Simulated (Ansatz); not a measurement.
# Slab of fcc Rh (110), 5 layers

The slab is cut from the fcc crystal, the stable phase, as relaxed on PAW files (13.51 Å³/atom), with 16 Å of vacuum and a dipole correction:

```yaml
crystal:
  lattice:
    - [2.67348, 0.00000, 0.00000]
    - [0.00000, 3.78088, 0.00000]
    - [0.00000, 0.00000, 21.34700]
  atoms:
    - { symbol: Rh, position: [0.00000, 0.00000, 0.37476] }
    - { symbol: Rh, position: [0.50000, 0.50000, 0.43738] }
    - { symbol: Rh, position: [0.00000, 0.00000, 0.50000] }
    - { symbol: Rh, position: [0.50000, 0.50000, 0.56262] }
    - { symbol: Rh, position: [0.00000, 0.00000, 0.62524] }
```

Level of theory: DFT with PBEsol, scalar-relativistic, in Ansatz 0.2.0; a Γ-centred 14×10×1 k mesh, Fermi–Dirac smearing of 0.08 eV, no spin polarisation. LAPW: all electrons, basis error target 1 meV/atom; PAW: frozen-core files, cutoff 420 eV.

The bulk energy comes from a cell in the slab's orientation on a 14×10×14 mesh. The surface energy is (E(slab) − N·E(bulk))/2A at zero smearing, the mean of both faces; thin slabs carry quantum-size effects.

The PAW files were made under PBE.

**Question.** As cut, the LAPW slab lies 3.813 eV above 5 atoms of bulk. What surface energy is that?

**Answer.** Over two faces of 10.11 Å² it is 188.6 meV/Å², and times 16.02 J/m² per eV/Å² that gives γ = 3.022 J/m².

```tsv
method	γ as cut (J/m²)	γ relaxed (J/m²)	Φ as cut (eV)	Φ relaxed (eV)
LAPW	3.022	2.862	4.67	4.64
PAW	3.019	2.859	4.67	4.64
```

**Question.** How do the spacings between the planes relax?

**Answer.** From the bottom face up: d12 -12.2 % of 1.337 Å, d23 +3.4 % of 1.337 Å, d34 +3.4 % of 1.337 Å, d45 -12.2 % of 1.337 Å.

**Question.** A field of 0.1 V/Å is applied along the normal, atoms held. What follows?

**Answer.** LAPW finds an induced dipole of 0.0454 e·Å a cell (PAW 0.0454), that is 8.13 Å for 4πα over the area, against 5.11 Å between the outer atoms.

**Question.** A 3d core hole is made on one atom of each kind in every 1×1 cell (PAW hole dataset, neutral cell, valence without spin). What does it cost by layer?

**Answer.** layer 1 306.16 eV, layer 2 306.67 eV, layer 3 306.81 eV. Shifts between layers mean more than the absolute values, and a whole layer of holes screens otherwise than one hole.

**Question.** In the relaxed 1×1 cell, replace the outer, then the middle Rh by Pd, which changes a whole layer. What shift does this Z+1 picture give?

**Answer.** E(outer) − E(middle) = -0.56 eV by LAPW and -0.56 eV by PAW; a positive value puts the surface line at higher binding energy.
